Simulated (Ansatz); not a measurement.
# Trial structures of Si2W3: starts and ends

The calculation used DFT PBE, scalar-relativistic, plane waves, PAW in Ansatz 0.2.0. Settings: cutoff 420 eV, Γ-centred meshes spaced at most about 0.3 Å⁻¹, and about 0.25 Å⁻¹ or finer for metals (2π included), Gaussian smearing. No spin polarisation in the final relaxations.

Each guess was relaxed in cell and atoms at zero pressure, within the symmetry of its start. All energies are static (0 K, no zero-point motion). Coordination counts Si atoms around W (those within 1.25 times the shortest such distance or 1.15 times the sum of covalent radii; a plus sign parts nearer from farther groups; the shortest distance is added where it is long for a bond; a slash parts the counts of unlike sites).

```json
{"guess": "1", "made from": "random cell", "start group": "P4/mmm", "V start (Å³/atom)": "19.0", "end group": "P4/mmm", "V end (Å³/atom)": "18.1", "coordination at the end": "W 4/8+16 from 4.8 Å", "gap on mesh (eV)": "0", "E over the lowest end (meV/atom)": "1480"}
{"guess": "2", "made from": "random cell", "start group": "Pm-3m", "V start (Å³/atom)": "16.3", "end group": "?", "V end (Å³/atom)": "?", "coordination at the end": "?", "gap on mesh (eV)": "?", "E over the lowest end (meV/atom)": "?"}
{"guess": "3", "made from": "a Materials Project cell", "start group": "P4/mbm", "V start (Å³/atom)": "14.6", "end group": "P4/mbm", "V end (Å³/atom)": "14.6", "coordination at the end": "W 4/6", "gap on mesh (eV)": "0", "E over the lowest end (meV/atom)": "0"}
{"guess": "4", "made from": "random cell", "start group": "P6/mmm", "V start (Å³/atom)": "19.8", "end group": "P6/mmm", "V end (Å³/atom)": "19.0", "coordination at the end": "W 2/12 from 3.7 Å", "gap on mesh (eV)": "0", "E over the lowest end (meV/atom)": "1146"}
```

Guess 2 as it starts:

```
Si W
1.0
     4.33470    0.00000    0.00000
     0.00000    4.33470    0.00000
     0.00000    0.00000    4.33470
Si W
2 3
Direct
  0.50000 0.50000 0.50000
  0.00000 0.00000 0.00000
  0.50000 0.00000 0.00000
  0.00000 0.50000 0.00000
  0.00000 0.00000 0.50000
```

Task: Predict the end of this guess and its energy over the lowest end.

Result: It ends in space group Pm-3m (No. 221), with a = 4.467 Å, 17.8 Å³/atom and no gap. It lies 1.47 eV/atom over the lowest end, above guess 4 and within the noise of guess 1. Counting Si atoms around W, this end has W 2 and the lowest (guess 3) has W 4/6. The lowest (guess 3) holds Si–Si pairs (shortest 2.51 Å); in this end the shortest Si–Si distance is 3.87 Å.

```cif
data_structure
_symmetry_space_group_name_H-M 'Pm-3m'
_symmetry_Int_Tables_number 221
_cell_length_a 4.4668
_cell_length_b 4.4668
_cell_length_c 4.4668
_cell_angle_alpha 90.000
_cell_angle_beta 90.000
_cell_angle_gamma 90.000
_cell_volume 89.12
loop_
_atom_site_label
_atom_site_type_symbol
_atom_site_symmetry_multiplicity
_atom_site_Wyckoff_symbol
_atom_site_fract_x
_atom_site_fract_y
_atom_site_fract_z
_atom_site_occupancy
Si1 Si 1 b 0.50000 0.50000 0.50000 1
Si2 Si 1 a 0.00000 0.00000 0.00000 1
W1 W 3 d 0.50000 0.00000 0.00000 1
```

Energies over the elements count from the elements' standard structures at the same level, with no fitted energy shifts.

Task: Is the lowest end bound against the elements?

Result: Too close to call: its formation energy is +0.02 eV/atom. The formation energy is too near zero to say whether this cell lies below the elements.

The k mesh leaves some 4 meV/atom of noise in the energy of each metallic cell. These runs have no spin–orbit coupling, which can matter for W. Cells relaxed within their symmetry can be saddle points. Some types were kept out of the candidates beforehand, so the set may lack a known form.
